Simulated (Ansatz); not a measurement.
Values for one crystal, relaxed and computed with the program Ansatz at the r²SCAN level (PAW); other levels are named.

| Quantity | Value |
|---|---|
| Volume per atom | 9.29 Å³ |
| Band gap | 5.69 eV (direct) |
| Pressure derivative B′ | 4.1 |
| Formation energy from the elements (no fitted shifts) | -285 kJ/mol of atoms |
| Electron effective mass | 0.36 mₑ (isotropic) |
| Hole effective mass, band 3 of 3 at the edge | 0.42 along [100], 0.37 along [110], 0.36 along [111] (mₑ) |
| Hole effective mass, band 1 of 3 at the edge | 2.1 along [100], 5.3 along [110], 3.5 along [111] (mₑ) |

Question: Which of these materials gives this?
(A) MgS, P4_2/mmc (Mg on 2c, S on 2e)
(B) ZrO2, P4_2/nmc (Zr on 2a, O on 4d)
(C) MgO, rock salt
(D) SiO2, P4_12_12 (Si on 4a, O on 8b)

Answer: C, MgO, rock salt

Space group Fm-3m (rock salt). The cell was relaxed with r²SCAN under the symmetry of its start. The references are the lowest solids computed at this level, not always the standard phases (solids in place of the gases).

Potentials: the later of the program's two PAW sets.
